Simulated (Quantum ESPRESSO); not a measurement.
# Moving one atom in P2SiN2C2

The results below are calculated, not measured. They come from pw.x of Quantum ESPRESSO 7.5, a plane-wave density functional program, with PseudoDojo standard norm-conserving files (v0.5 for PBE, v0.4.1 for LDA and PBEsol). The cells are made up: elements, strain and atom displacements were drawn at random, and nothing was relaxed. There is no spin polarisation, spin-orbit coupling or dispersion term.

The cell has 8 sites of a wurtzite lattice (rectangular cell). Sites 1 to 4 hold P empty P Si; sites 5 to 8 hold N C N C. Cell vectors in Å: (3.075, -0.032, -0.007); (-0.055, 5.224, 0.046); (-0.012, 0.043, 4.897). Settings: PBE, cutoff 1143 eV, 8 x 6 x 6 k mesh shifted by half a step, Fermi-Dirac smearing of 0.1 eV.

Each run shifts the P atom on site 3 along x and leaves all else fixed. Site 5 is one of its nearest neighbours. E is the free energy of the cell above the lowest run shown.

| run | shift (Å) | Fx on site 3 (eV/Å) | Fx on site 5 (eV/Å) | P (GPa) | E (meV) |
| --- | --- | --- | --- | --- | --- |
| 1 | -0.1115 | 0.574 | 0.447 | -4.35 | 19.3 |
| 3 | -0.0071 | -0.120 | 0.606 | -4.91 | 0.0 |
| 4 | 0.0667 | -0.336 | 0.439 | -5.09 | 18.0 |
| 5 | 0.1085 | -0.396 | 0.284 | -5.14 | 33.4 |
| 6 | 0.1244 | -0.413 | 0.222 | -5.15 | 39.8 |
| 7 | 0.1536 | -0.444 | 0.109 | -5.16 | 52.3 |
| 2 | -0.0951 | ? | ? | ? | ? |

A rerun of one of these cells at 1437 eV and k mesh 10 x 8 x 8 moved values by no more than 0.002 eV in the cell's energy, 0.14 GPa in stress and 0.020 eV/Å in force.

## Worked fit

A parabola through the six runs shown gives Fx on site 3 = -0.126 - 4.41 u + 16.2 u² eV/Å, with u in Å and a scatter of 0.025 eV/Å. Minus the slope, 4.41 ± 0.56 eV/Å², is this atom's force constant along x at u = 0, with its periodic images moving too. The fitted force vanishes at u = -0.026 Å, where the energy should be lowest along this line. The error is the larger of the fit's own and the change that a cubic makes, rounded up.

## Withheld run

Question: what Fx on site 3 should run 2 give?

The fit gives 0.440 eV/Å. The calculation gave 0.430 eV/Å.

```
run,shift (Å),Fx on site 3 (eV/Å),Fx on site 5 (eV/Å),P (GPa),E (meV)
2,-0.0951,0.430,0.509,-4.47,11.0
```